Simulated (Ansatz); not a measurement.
Ansatz (a program for electronic structure) input:

Ansatz 0.2 input:
```yaml
crystal:
  lattice:
    - [0.0, 3.6748967587, -2.1217108139]
    - [0.0, 3.6748967587, 2.1217108139]
    - [6.5244255114, 0.0, 0.0]
  atoms:
    - { symbol: C, position: [0.0451678619, 0.9548321381, 0.0] }
    - { symbol: C, position: [0.0451652341, 0.62081185, 0.0] }
    - { symbol: C, position: [0.3785020503, 0.2881631864, 0.0] }
    - { symbol: C, position: [0.3791881499, 0.9548347659, 0.0] }
    - { symbol: C, position: [0.7118368136, 0.6214979497, 0.0] }
    - { symbol: C, position: [0.7111460927, 0.2888539073, 0.0] }
    - { symbol: Al, position: [0.0447827975, 0.9552172025, 0.5] }
kpoints:
  mp_grid: { grid: [11, 11, 7] }
hamiltonian:
  xc: r2scan
  pseudopotentials: { azcp: { folder: ./paw }, kind: paw }
scf:
  occupations: { method: gaussian, width: 0.05 }
checkpoint: { read: metal.run }
output: { write_density: true, elf: true, volumetric_format: npy }
basis: { fft_grid_basis: typed }
```

Output (shortened):

```
Pseudopotential: C, paw, valence charge 4
Pseudopotential: Al, paw, valence charge 3
Functional definition: r2SCAN
Crystal: 7 atoms, lattice volume = 101.743 Å³
Basis set: ecut = 500 eV, 2597 PW (Γ), exchange–correlation on 128×128×192 points (64 copies of the dense FFT grid, shifted against one another)
Bands: 28, of which v1, the nominal top of the filled ones, is band 14 counted from 1 (13 counted from 0)
Symmetry: 4 space group operations
Space group: Amm2 (ITA 38), of the structure as read, at distance tolerance 4.7e-5 Å
k-points: 144 of 847 (time reversal used)
Stability of the state it starts from, as read at its close in the unpolarized treatment …
iter 1 solved again at ethr=2.04e-8 eV; its pass at ethr=3.10e-3 eV (dr2=5.51e-6 eV) is discarded
SCF iter   1: F=—  HF=-2047.893414 eV  |F-HF|=—  |Δ(HF+E_count)|=         —  Δρ=1.86e-7  dr2=3.07e-11  dr2_τ=2.94e-12  ethr=2.04e-8  ⟨swp⟩=4.1  Hψ=34220  notcnv=0
preconditioner: auto → Resta (q_TF=auto, 2.187 Å⁻¹)
SCF iter   2: F=-2047.893414 eV  HF=-2047.893414 eV  |F-HF|=6.82e-13  |Δ(HF+E_count)|=   6.14e-8  Δρ=1.04e-7  dr2=1.07e-11  dr2_τ=4.22e-12  ethr=1.00e-12  ⟨swp⟩=8.8  Hψ=16483  notcnv=0
SCF 1 converged in 2 iterations: F = -2047.893414 eV  dr2 = 1.07e-11
SCF converged after 2 iterations
Free energy (F): -2047.893414 eV
Harris-Foulkes:  -2047.893414 eV  (|F-HF|=6.82e-13)
Internal energy: -2047.890696 eV  (E = F + TS)
E sigma→0 (E₀):  -2047.892055 eV
Entropy (-TS):   -0.002719 eV (-0.388 meV/atom)
Fermi energy:    4.566566 eV
--- Per-component energies (eV) ---
  E_band       = -142.912180
  E_kinetic    = 549.209985
  E_local      = -2161.760535  (includes V_loc(G=0)·N_el)
  E_nonlocal   = 149.341116
  E_hartree    = 877.892913
  E_xc         = -307.871489
  E_vxc        = -407.164466  (∫ρ·V_xc dr)
  E_paw        = -1084.636235  (= ΣΔE_a)
  E_vpaw       = -50.612954  (= ΣTr[D̂ρ^β])
  E_aug_tail   = 0.000001  (compensation charges beyond the density's cutoff)
  E_vtau       = 22.288912  (kinetic-family band-sum trace: ∫τ·v_τ [+ j·A + Jᵃ·Aᵃ] dr)
  E_ewald      = -69.857700
  E_core_change = -0.208752  (= ΣΔE_core)
  E_smearing   = -0.002719  (= −TS)
  E_closure    =  0.000000  (closes the sum)
  Σ components = -2047.893414   (vs F -2047.893414, Δ=0.00e0)
  [band-id]    e_kinetic+e_local+e_nonlocal+2·e_hartree+e_vxc+e_vpaw+e_augmentation_tail+e_vtau = -142.912115   (vs E_band -142.912180, Δ=6.59e-5)
--- Band table (eV; the first three rows and the last of 144) ---
  k-point 0: bands = ["-17.2456", "-9.8843", "-9.8683", "-9.8682", "-9.8593", "-7.5527", "-7.5526", "-4.6826", "-0.8842", "0.4572", "0.4575", "3.3641", "3.6086", "3.6089", "3.7144", "6.2486", "8.3746", "8.3746", "10.9181", "11.3838", "12.4839", "12.4843", …
  k-point 1: bands = ["-17.2455", "-9.8842", "-9.8682", "-9.8681", "-9.8593", "-7.5526", "-7.5525", "-4.7073", "-0.7920", "0.4572", "0.4575", "3.3727", "3.6024", "3.6028", "3.7128", "5.8980", "8.3879", "8.3880", "11.4249", "11.4850", "12.4585", "12.4590", …
  k-point 2: bands = ["-17.2452", "-9.8840", "-9.8682", "-9.8681", "-9.8593", "-7.5526", "-7.5525", "-4.7605", "-0.5753", "0.4572", "0.4575", "3.4057", "3.5888", "3.5892", "3.7092", "5.2136", "8.4163", "8.4170", "11.7268", "12.4227", "12.4241", "12.5000", …
  k-point 143: bands = ["-15.1292", "-15.1023", "-12.2697", "-9.8066", "-4.9579", "-4.9469", "-3.1297", "-2.9547", "-2.9498", "-2.4293", "-2.1028", "0.5671", "1.3767", "4.1002", "5.4849", "6.0659", "7.2021", "9.2836", "10.3654", "10.4563", "10.9643", …
```

Cost: about 30 core-seconds (a rough figure) on shared cores.

Space group P-62m. The start of the workflow was typed in or built on a structure type; neither database checked (COD, Materials Project) lists it. Its standing as an ambient phase is unchecked. The r²SCAN relaxation kept the symmetry of its start; its stability against distortions is not shown here. The volume moved by 93 % from the start of the relaxation. Its formation energy is positive at this level, so the cell may be metastable or incomplete. Point labels and valley counts follow the cell and symmetry of the run, lower than the named group.

Potentials: the earlier of the program's two PAW sets. The files were generated under PBE; for other functionals the program regenerates the frozen cores, and for LDA and PBEsol the local potential too.

Ansatz is a plane-wave DFT program.
